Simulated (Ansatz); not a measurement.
SiS$_{2}$:
```cif
data_S8Si4
_chemical_formula_sum 'Si4 S8'
_space_group_name_H-M_alt 'I-42d'
_space_group_IT_number 122
_space_group_name_Hall 'I -4 2bw'
_cell_length_a 5.55463
_cell_length_b 5.55463
_cell_length_c 8.69629
_cell_angle_alpha 90.000
_cell_angle_beta 90.000
_cell_angle_gamma 90.000
loop_
_atom_site_label
_atom_site_type_symbol
_atom_site_symmetry_multiplicity
_atom_site_Wyckoff_symbol
_atom_site_fract_x
_atom_site_fract_y
_atom_site_fract_z
_atom_site_occupancy
Si1 Si 4 a 0.00000 0.00000 0.00000 1
S1 S 8 d 0.25000 0.28239 0.37500 1
```
(The calculation used a cell of 6 atoms; values per cell refer to that cell.)

Relaxed at zero pressure with DFT-r²SCAN in the program Ansatz with PAW potentials.

Task: The volume is raised by 3 % and shape and atoms relax at that volume. What pressure results, and how do the axes share the change?

Result: -0.8 GPa; a 1.5 %, b 1.5 %, c 0.0 %; the energy rises by 2 meV/atom.

Task: Give the new structure.

Result: 
Space group I-42d (No. 122); a = 5.639 Å, b = 5.639 Å, c = 8.692 Å, α = 90.00°, β = 90.00°, γ = 90.00°

| atom | site | symmetry | x | y | z |
|---|---|---|---|---|---|
| Si | 4a | -4.. | 0.0000 | 0.0000 | 0.0000 |
| S | 8d | .2. | 0.2500 | 0.2884 | 0.3750 |

The phase is kept; no other phase was compared at this pressure.

The first step of the workflow began from a Materials Project structure, measured or hypothetical; the Crystallography Open Database files this formula in space group No. 122, but the cells were not matched. Whether it is the stable phase at ambient conditions was not checked. The r²SCAN relaxation kept the symmetry of its start; its stability against distortions is not shown here.

Potentials: the later of the program's two PAW sets.
